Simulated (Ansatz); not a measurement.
input.yaml (Ansatz)

```yaml
crystal:
  lattice:
    - [2.3399325324, 0.0, 0.0]
    - [0.0, 2.3399325324, 0.0]
    - [0.0, 0.0, 2.3399325324]
  atoms:
    - { symbol: Mn, position: [0.0, 0.0, 0.0] }
hamiltonian:
  xc: pbesol
  pseudopotentials:
    kind: paw
    azcp:
      Mn: "pseudopotentials/Mn.paw.azcp"
basis:
  ecutwfc: 420
  fft_grid_basis: typed
kpoints:
  mp_grid: { grid: [16, 16, 16], shift: [0, 0, 0] }
magnetization:
  spin_polarized: false
scf:
  occupations: { method: fermi_dirac, width: 0.1 }
  lower_state_search: "off"
output:
  stress: true
```

and its output:

```
Warning: the record states the generating functional pbe (its physics header spells it `PBE`), which answers neither for hamiltonian.xc's functional nor for the pbesol family's — results may be inconsistent (PPs are generated against a specific XC)
Engine: ansatz 0.2.0, x86_64-unknown-linux-gnu
Pseudopotentials: kind: paw
Pseudopotential: Mn, paw, valence charge 15, recommended cutoff 420 eV (normal) 
Functional definition: PBEsol
  exchange = pbesol_x
  correlation = pbesol_c
Crystal: 1 atoms, lattice volume = 12.812 Å³
Basis set: ecut = 420 eV, 251 PW (Γ)
Bands: 12, of which v1, the nominal top of the filled ones, is band 8 counted from 1 (7 counted from 0)
Symmetry: 48 space group operations
Space group: Pm-3m (ITA 221), of the structure as read, at distance tolerance 2.3e-5 Å
k-points: 165 of 4096
Non-local potential: Mn, projectors of the file, l = 0: 3, l = 1: 2, l = 2: 3, l = 3: 1
PAW form: soft (Blöchl's): semilocal exchange-correlation on the pseudo side does not see the compensation charge
PAW frozen core: Mn, regenerated for the run's functional, and the local potential with it (the file was generated under x = pbe(κ = 0.804, μ = 0.2195149727645171), c = pbe(β = 0.06672455060314922))
PAW one-centre angular grid: Mn, 590 points (default); XC on 64 Gauss nodes
Initial density: superposition of atomic densities (neutral atoms: chi_scale 0, normalization atom), corrected by the library's trained network
Initial wavefunctions: pseudopotential atomic-orbital guess
Functional: x = pbesol(κ = 0.804, μ = 0.12345679012345678), c = pbesol(β = 0.046)
SCF iter   1: F=—  HF=-3867.754244 eV  |F-HF|=—  |Δ(HF+E_count)|=         —  Δρ=1.58e-2  dr2=1.97e-2  ethr=1.77e-3  ⟨swp⟩=4.0  Hψ=9375  notcnv=0
SCF iter   2: F=—  HF=-3867.750558 eV  |F-HF|=—  |Δ(HF+E_count)|=   3.69e-3  Δρ=6.85e-3  dr2=4.08e-3  ethr=1.31e-4  ⟨swp⟩=2.0  Hψ=3800  notcnv=0
SCF iter   3: F=—  HF=-3867.749667 eV  |F-HF|=—  |Δ(HF+E_count)|=   8.91e-4  Δρ=3.40e-4  dr2=1.25e-5  ethr=2.72e-5  ⟨swp⟩=2.3  Hψ=2629  notcnv=0
SCF iter   4: F=—  HF=-3867.749659 eV  |F-HF|=—  |Δ(HF+E_count)|=   7.65e-6  Δρ=9.25e-5  dr2=4.68e-7  ethr=8.31e-8  ⟨swp⟩=2.1  Hψ=3131  notcnv=0
iter 5 did not close the SCF: its close was put off for the readings that it lacked (scf_convergence_deferred on its scf_iter line)
SCF iter   5: F=-3867.749660 eV  HF=-3867.749660 eV  |F-HF|=1.38e-10  |Δ(HF+E_count)|=   3.01e-7  Δρ=5.41e-6  dr2=9.48e-10  ethr=3.12e-9  ⟨swp⟩=2.1  Hψ=2647  notcnv=0
SCF iter   6: F=-3867.749660 eV  HF=-3867.749660 eV  |F-HF|=2.14e-11  |Δ(HF+E_count)|=   2.87e-9  Δρ=4.56e-7  dr2=1.48e-11  ethr=6.32e-12  ⟨swp⟩=2.1  Hψ=6606  notcnv=0
SCF 1 converged in 6 iterations: F = -3867.749660 eV  dr2 = 1.48e-11
SCF converged after 6 iterations
Free energy (F): -3867.749660 eV
Harris-Foulkes:  -3867.749660 eV  (|F-HF|=2.14e-11)
Internal energy: -3867.681339 eV  (E = F + TS)
E sigma→0 (E₀):  -3867.715499 eV
Entropy (-TS):   -0.068321 eV (-68.321 meV/atom)
Fermi energy:    16.583792 eV
--- Per-component energies (eV) ---
  E_band       = -211.668994
  E_kinetic    = 307.625065
  E_local      = -1821.529850  (includes V_loc(G=0)·N_el)
  E_nonlocal   = 241.334206
  E_hartree    = 751.538905
  E_xc         = -113.401407
  E_vxc        = -145.822040  (∫ρ·V_xc dr)
  E_paw        = -1269.126753  (= ΣΔE_a)
  E_vpaw       = -296.354004  (= ΣTr[D̂ρ^β])
  E_aug_tail   = -0.000010  (compensation charges beyond the density's cutoff)
  E_ewald      = -1964.291146
  E_core_change = 0.169650  (= ΣΔE_core)
  E_smearing   = -0.068321  (= −TS)
  E_closure    = -0.000000  (closes the sum)
  Σ components = -3867.749660   (vs F -3867.749660, Δ=0.00e0)
--- Stress (GPa, compression-positive) ---
      -20.693161       0.000000       0.000000
        0.000000     -20.693161       0.000000
        0.000000       0.000000     -20.693161
  P = ⅓ Tr σ = -20.6932 GPa (-206.932 kbar)
```
